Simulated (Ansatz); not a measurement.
**A relaxed cell of Li$_{3}$V$_{3}$Sb$_{2}$ against its rivals**

Atoms and cell were relaxed at zero pressure (-14.1 % in volume from the start). The relaxed cell:

```xyz
8
Lattice="4.8515 0.0000 0.0000 -2.4258 4.2015 0.0000 -2.4258 1.4005 6.1199" Properties=species:S:1:pos:R:3 pbc="T T T"
V     0.0000    2.8010    3.0600
Li    2.4258    0.0000    0.0000
Li   -1.2129    2.1008    0.0000
Li    1.2129    2.1008    0.0000
Sb   -2.4258    4.2015    3.9833
Sb    2.4258    1.4005    2.1366
V    -2.4258    4.2015    1.2847
V     2.4258    1.4005    4.8352
```

Space group R-3m (No. 166); conventional cell a = 4.852 Å, b = 4.852 Å, c = 18.360 Å, α = 90.00°, β = 90.00°, γ = 120.00°.

Method: PBE in Ansatz 0.2.0, PAW datasets, plane waves to 420 eV, 5×5×5 Γ-centred mesh, fermi-dirac occupations of width 0.100 eV. Spin: none; no U, no spin-orbit coupling.

Question: What is its formation energy?

Answer: 0.268 eV an atom at 0 K against the elements' lowest computed crystals and the free molecules of gases, with no empirical correction.

Question: Does it lie on the convex hull?

Answer: Among the phases that we computed and relaxed alike, the lowest mixture with other formulas is 50 % Li3Sb + 50 % V$_{3}$Sb (shares of atoms). The cell lies 694 meV an atom above it, so it would gain by splitting into them.

The start was: a known structure type with other elements put in, at an estimated volume. An invented cell need not be a known compound.

Caveats: differences under 20 meV an atom lie within the error of meshes and cutoff; no moments were allowed, so a magnetic state may lie lower; the relaxation keeps the start's symmetry, so a distorted cell may lie lower; the k mesh is coarse if the cell is a metal.
